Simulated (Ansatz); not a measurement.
Li (bcc)

Computed with Ansatz (plane waves, PAW, 420 eV cutoff): HSE06, scalar-relativistic, no spin polarisation, 8×8×8 k-mesh, Gaussian smearing of 0.05 eV; PAW files: Ansatz's generated set soft_2.

```
Li
1.0
    -1.73316    1.73316    1.73316
     1.73316   -1.73316    1.73316
     1.73316    1.73316   -1.73316
Li
1
Direct
  0.00000 0.00000 0.00000
```

The volume is at zero pressure for this level.

Path: Γ–H–N–Γ–P–H | P–N, with Γ = (0.000, 0.000, 0.000), H = (0.500, -0.500, 0.500), N = (0.000, 0.000, 0.500), P = (0.250, 0.250, 0.250) in reciprocal vectors of the calculation's cell.

**Question.** Is it a metal or an insulator, and if it has a gap, where are the band edges on this path?

**Answer.** A metal: bands cross the Fermi level.

Bands as a text map, energy in eV from the Fermi level (dashes), each leg drawn with the same width:
```
  4.86 |                          
  4.57 |                          
  4.29 |                   *      
  4.00 |     **                   
  3.71 |                *    **   
  3.43 |       **              ***
  3.14 |                          
  2.86 |                  *       
  2.57 |                 *        
  2.29 |                      *   
  2.00 |   *  *                   
  1.71 |                          
  1.43 |                          
  1.14 |                       *  
  0.86 |                          
  0.57 |       *                * 
  0.29 |        *      *         *
  0.00 |--------------------------
 -0.29 |                          
 -0.57 |                          
 -0.86 |                          
 -1.14 |         *                
 -1.43 |  *                       
 -1.71 |                          
 -2.00 |                          
 -2.29 |              *           
 -2.57 |                          
 -2.86 |          *               
        Γ   H   N   Γ   P   HP   N
```

With 3 valence electrons in the calculation's cell and no magnetic order, the bands, two electrons each, can't all be full or empty: band theory demands a metal.

For a metal under a hybrid functional this mesh is coarse. The relaxed cell is 4 % smaller in volume than the cell of this structure in the Crystallography Open Database (21.61 Å³/atom, 1963).
